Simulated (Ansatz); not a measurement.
**CeC (zincblende structure)**

Computed with Ansatz (plane waves, PAW, 420 eV cutoff): PBEsol, scalar-relativistic, no spin polarisation, 10×10×10 k-mesh, Gaussian smearing of 0.05 eV. The datasets are Ansatz's generated set soft_2.

```
CELL_PARAMETERS angstrom
0.00000 2.71136 2.71136
2.71136 0.00000 2.71136
2.71136 2.71136 0.00000
ATOMIC_POSITIONS crystal
Ce 0.00000 0.00000 0.00000
C 0.25000 0.25000 0.25000
```

The structure was built from a prototype; whether the compound forms in it isn't claimed.

The cell is relaxed to zero pressure at this level.

The cell has space group F-43m (read at 0.01 Å). In it the stress is -0.02, -0.02, -0.02, 0.00, 0.00, 0.00 GPa and the largest force component 0.000 eV/Å. Each change below starts from this cell, without further relaxation. Stress is in GPa, positive in compression, in the order xx, yy, zz, yz, xz, xy; energies are counted from the cell above.

Q: What happens when atom 1 (Ce) is moved by 0.20 Å along y?

A: The energy changes by 113.0 meV per cell, and the force on it along the shift is -1.127 eV/Å (−F/u = 5.64 eV/Å²). Stress: 1.69, -0.06, 1.69, 0.00, 4.00, 0.00. The gap on the mesh goes from 0.08 eV (close to the smearing width) to zero (metallic).
```tsv
atom	Fx (eV/Å)	Fy	Fz
Ce1	0.000	-1.127	0.000
C2	0.000	1.127	0.000
```
In a harmonic crystal the energy would rise by −½F·u = ½ × 5.64 × 0.20² eV = 112.7 meV, which matches.

Q: What stress follows from an engineering strain of -1 % in xz, atoms carried along?

A: -0.01, -0.02, -0.01, 0.00, 0.42, 0.00 GPa; the energy changes by 0.5 meV per cell.
| atom | Fx (eV/Å) | Fy | Fz |
| --- | --- | --- | --- |
| Ce1 | 0.000 | -0.046 | 0.000 |
| C2 | 0.000 | 0.046 | 0.000 |
The change of the stress over the strain gives a clamped-atom stiffness of about 42 GPa for this component.

No spin–orbit coupling, a notable omission for heavy elements.
